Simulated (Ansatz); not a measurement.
**GdN: from a first guess to the relaxed rocksalt type**

First guess:

```
CELL_PARAMETERS angstrom
0.00000 2.40024 2.40024
2.40024 0.00000 2.40024
2.40024 2.40024 0.00000
ATOMIC_POSITIONS crystal
Gd 0.00000 0.00000 0.00000
N 0.50000 0.50000 0.50000
```

These are results of DFT, PBE, PAW with Ansatz's default frozen-core files, scalar-relativistic in Ansatz 0.2.0, not measurements.

Cell and atoms relax within the symmetry of the start on a 15×15×15 k mesh with 0.05 eV Fermi–Dirac smearing, from parallel moments.

The start is built from a prototype, known or not as a phase of this compound; the cutoff is 420 eV.

Semilocal functionals without a Hubbard term describe localised f shells poorly; where the shell is localised, the real material differs.

Spin–orbit coupling is left out, though it moves levels of the heavy atoms by tenths of an eV or more.

The magnetic state is the one reached from parallel moments; other orders may lie lower.

What is the pressure of the first guess?

20.8 GPa.

What does it relax to?

a = 4.984 Å, b = 4.984 Å, c = 4.984 Å, α = 90.00°, β = 90.00°, γ = 90.00° (conventional cell), 15.47 Å³ per atom:
```cif
data_structure
_symmetry_space_group_name_H-M 'Fm-3m'
_symmetry_Int_Tables_number 225
_cell_length_a 4.9836
_cell_length_b 4.9836
_cell_length_c 4.9836
_cell_angle_alpha 90.000
_cell_angle_beta 90.000
_cell_angle_gamma 90.000
_cell_volume 123.77
loop_
_atom_site_label
_atom_site_type_symbol
_atom_site_symmetry_multiplicity
_atom_site_Wyckoff_symbol
_atom_site_fract_x
_atom_site_fract_y
_atom_site_fract_z
_atom_site_occupancy
Gd1 Gd 4 a 0.00000 0.00000 0.00000 1
N1 N 4 b 0.50000 0.00000 0.00000 1
```

How much energy does the relaxation release?

97 meV/atom.

What moment does the relaxed primitive cell (2 atoms) carry?

7.00 μB.
